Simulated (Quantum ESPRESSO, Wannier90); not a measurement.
CaPdF$_{6}$ (R-3), plane waves to Wannier functions

```
begin unit_cell_cart
ang
   -2.5705051600    4.4522455382    0.0000000000
   -5.1410103199    0.0000000000    0.0000000000
   -2.5705051600    1.4840818461    4.8917930000
end unit_cell_cart
begin atoms_frac
Ca   0.5000000000  0.5000000000  0.5000000000
Pd   0.0000000000  0.0000000000  0.0000000000
F    0.3844900000 -0.2182600000 -0.2300370000
F   -0.3844900000  0.2182600000  0.2300370000
F   -0.2182600000  0.0638070000 -0.2300370000
F    0.2182600000 -0.0638070000  0.2300370000
F    0.0638070000  0.3844900000 -0.2300370000
F   -0.0638070000 -0.3844900000  0.2300370000
end atoms_frac
```

Cell from Materials Project (mp-7922), symmetrised, no further relaxation. COD (Crystallography Open Database) has an entry of this formula and space group (matched by these alone). Computed values, not measurements, from PBEsol: Quantum ESPRESSO (norm-conserving PseudoDojo potentials, cutoff 68 Ry, no spin polarisation, no spin-orbit coupling) on a Γ-centred 4×4×4 mesh, then Wannier90. Density: 8×8×8 mesh, cold smearing 0.01 Ry.

A tight-binding model is made by disentanglement and projection with no localisation steps (num_iter = 0), so the 23 orbitals stay atom-like: hydrogen-like Pd: d; F: p, axes along x, y, z; frozen window up to 3.59 eV relative to the valence-band maximum. It follows pw.x to 0.2 meV rms for states up to 2.3 eV relative to the valence-band maximum. Matrix elements depend on this choice of orbitals and windows.

Problem. What are the on-site energies relative to the valence-band maximum, and how fast do the hoppings decay?

Solution. 
| atom | orbitals | energy (eV) |
|---|---|---|
| Pd2 | dz2 | -2.37 |
| Pd2 | dxz dyz | -1.68 |
| Pd2 | dx2-y2 dxy | -2.00 |
| F3 | pz py | -2.44 |
| F3 | px | -2.37 |
| F4 | pz py | -2.44 |
| F4 | px | -2.37 |
| F5 | pz | -2.44 |
| F5 | px | -2.17 |
| F5 | py | -2.65 |
| F6 | pz | -2.44 |
| F6 | px | -2.17 |
| F6 | py | -2.65 |
| F7 | pz | -2.44 |
| F7 | px | -2.69 |
| F7 | py | -2.13 |
| F8 | pz | -2.44 |
| F8 | px | -2.69 |
| F8 | py | -2.13 |

| distance of the centres (Å) | largest modulus (eV) |
|---|---|
| 1–2 | 1.7 |
| 2–3 | 0.49 |
| 3–4 | 0.21 |
| 4–5 | 0.15 |
| 5–6 | 0.012 |
| 6–7 | 0.0051 |
| 7–8 | 0.0046 |
